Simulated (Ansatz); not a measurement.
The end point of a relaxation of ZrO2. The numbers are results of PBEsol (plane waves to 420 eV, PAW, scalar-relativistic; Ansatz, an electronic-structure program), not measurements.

```
CELL_PARAMETERS angstrom
      4.85124     0.00000     0.00000
      0.00000     4.85124     0.00000
      0.00000     0.00000     3.24033
ATOMIC_POSITIONS crystal
  O  0.69429 0.69429 0.50000
  O  0.30571 0.30571 0.50000
  O  0.80571 0.19429 0.00000
  O  0.19429 0.80571 0.00000
  Zr 0.00000 0.00000 0.50000
  Zr 0.50000 0.50000 0.00000
```

Question: Determine the symmetry and give the standard cell with its independent sites.

Answer: Space group P4₂/mnm (No. 136); a = b = 4.8512 Å, c = 3.2403 Å, α = β = γ = 90.00°

| atom | site | symmetry | x | y | z |
|---|---|---|---|---|---|
| O | 4g | m.2m | 0.3057 | 0.3057 | 0.5000 |
| Zr | 2b | m.mm | 0.0000 | 0.0000 | 0.5000 |

This is the rutile type.

Question: Give the shortest distances between elements (the closest pairs, up to four, under 3.6 Å).

Answer: O–Zr 2.10 Å; O–O 2.67 Å; Zr–Zr 3.24 Å.

```json
{
 "volume_per_atom": "12.71 Å³",
 "density": "5.37 g/cm³",
 "band_gap": "3.59 eV, direct within 0.03 eV (at Γ) (no spin-orbit coupling)",
 "smallest_direct_gap": "3.61 eV at Γ"
}
```

No spin polarisation in the result.

It was reached from a disturbed copy of a P4₂/nnm (No. 134) cell, against which it lies -345 meV/atom.

The first start was generated by a random draw of sites in a space group. Materials Project lists a structure of ZrO2 in the same space group, P4₂/mnm (No. 136); the sites were not compared with it, nor with measured phases. Known forms of ZrO2 include space group No. 14, 137, 225.
